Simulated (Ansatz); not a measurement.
SiGe (NiAs type, P6_3/mmc), a = b = 3.5474 Å, c = 6.4377 Å, α = β = 90.00°, γ = 120.00°.

Relaxed with PBEsol.

Decompose the optical modes at the zone centre into irreducible representations, and say which are infrared and Raman allowed.

Point group 6/mmm: Γ_opt = A2u + B1g + B2u + E1u + E2g + E2u. Infrared: A2u, E1u. Raman: E2g.

Assign frequencies (DFPT, PBEsol (plane waves, PAW; program Ansatz)).

E2u 86, B2u 151, E2g 194, A2u 198, E1u 212, B1g 244 cm⁻¹.

Subscripts of B labels follow the axes of the standard setting.

A made-up cell: these elements were put on the sites of a structure type; neither database checked (COD, Materials Project) lists it. Whether it is the stable phase at ambient conditions was not checked. The cell was relaxed with PBEsol under the symmetry of its start; its stability against distortions is not shown here. As this level gives no gap, phonon frequencies hold no LO–TO term and depend on the k-mesh and smearing (Fermi–Dirac, 0.1 eV here).

Potentials: the earlier of the program's two PAW sets. The files were generated under PBE; for other functionals the program regenerates the frozen cores, and for LDA and PBEsol the local potential too.
